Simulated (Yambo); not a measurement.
Yambo run on NiSi$_{3}$P$_{4}$ (space group I-42m, No. 121). The wavefunctions come from this Quantum ESPRESSO step (PBEsol, PseudoDojo standard norm-conserving files, scalar-relativistic):

```
&CONTROL
  calculation = 'nscf'
  pseudo_dir = './pseudo'
  outdir = './out'
/
&SYSTEM
  ibrav = 0
  nat = 8
  ntyp = 3
  ecutwfc = 98.0
  ecutrho = 392.0
  occupations = 'fixed'
  force_symmorphic = .true.
  nbnd = 150
/
&ELECTRONS
  conv_thr = 8e-09
  diago_full_acc = .true.
  diago_thr_init = 1e-08
/
ATOMIC_SPECIES
Si 28.0850 Si.upf
P 30.9738 P.upf
Ni 58.6934 Ni.upf
CELL_PARAMETERS angstrom
 -2.584195000000   2.584195000000   5.173835000000
  2.584195000000  -2.584195000000   5.173835000000
  2.584195000000   2.584195000000  -5.173835000000
ATOMIC_POSITIONS crystal
Si   0.250000000000   0.750000000000   0.500000000000
Si   0.750000000000   0.250000000000   0.500000000000
Si   0.500000000000   0.500000000000   0.000000000000
P   0.639870000000   0.639870000000   0.517000000000
P   0.360130000000   0.877130000000   0.000000000000
P   0.122870000000   0.122870000000   0.483000000000
P   0.877130000000   0.360130000000   0.000000000000
Ni   0.000000000000   0.000000000000   0.000000000000
K_POINTS automatic
4 4 4 0 0 0
```

Yambo input:

```
rim_cut
gw0
dyson
el_el_corr
HF_and_locXC
ppa
em1d
RandQpts= 1000000
RandGvec= 1 Ry
EXXRLvcs= 98 Ry
VXCRLvcs= 392 Ry
Chimod= "HARTREE"
% BndsRnXp
 5 | 149 |
%
NGsBlkXp= 6 Ry
% LongDrXp
 1.0 | 1.0 | 1.0 |
%
PPAPntXp= 27.2114 eV
% GbndRnge
 1 | 149 |
%
GTermKind= "BG"
DysSolver= "n"
ExtendOut
% QPkrange
 1 | 1 | 25 | 26 |
 3 | 3 | 25 | 26 |
 6 | 6 | 25 | 26 |
 8 | 8 | 25 | 26 |
 13 | 13 | 25 | 26 |
%
```

k points by index: 1 = Γ, 3 = X, 6 = N, 8 = P, 13 = Z.

The o-*.qp file then holds:

```
#    K-point    Band    Eo [eV]    E [eV]    E-Eo [eV]    Vxc [eV]    Vnlxc [eV]    Sc|Eo [eV]    Sc|E [eV]    dSc/dw|Eo [eV]    Re(Z)    Im(Z)
#
    1    25    0.000000    -0.060390    -0.060390    -18.21613    -20.66946    2.372887    2.392939    -9.020344    0.751034    -0.001680
    1    26    0.488390    0.701446    0.213056    -17.72462    -16.16464    -1.277680    -1.346922    -8.841922    0.754751    -0.001663
    3    25    -0.324064    -0.309292    0.014772    -20.52869    -23.91757    3.408925    3.403654    -9.798350    0.735245    -0.001792
    3    26    0.687495    0.940431    0.252936    -15.51719    -12.78230    -2.403325    -2.481961    -8.457354    0.762888    -0.001608
    6    25    -0.730958    -0.690200    0.040758    -19.99440    -23.31290    3.374017    3.359265    -9.881918    0.733588    -0.001835
    6    26    1.723684    1.876052    0.152369    -11.13163    -6.985829    -3.950378    -3.993432    -7.682787    0.779823    -0.001560
    8    25    -0.434371    -0.442477    -0.008107    -19.00784    -21.97843    2.959617    2.962487    -9.490026    0.741422    -0.001766
    8    26    1.253912    1.457441    0.203528    -11.91221    -7.935660    -3.714856    -3.773022    -7.772357    0.777826    -0.001544
    13    25    -0.965268    -0.820455    0.144813    -22.73544    -26.90098    4.367481    4.310351    -10.74725    0.716864    -0.001938
    13    26    0.264272    0.435093    0.170821    -11.43600    -7.796486    -3.421055    -3.468688    -7.583123    0.782057    -0.001525
```
(The two width columns are left out.) Convergence of these settings isn't established.

Geometry of the Materials Project entry, not relaxed at this level.

The runs are not spin-polarised; magnetic order was not tried.
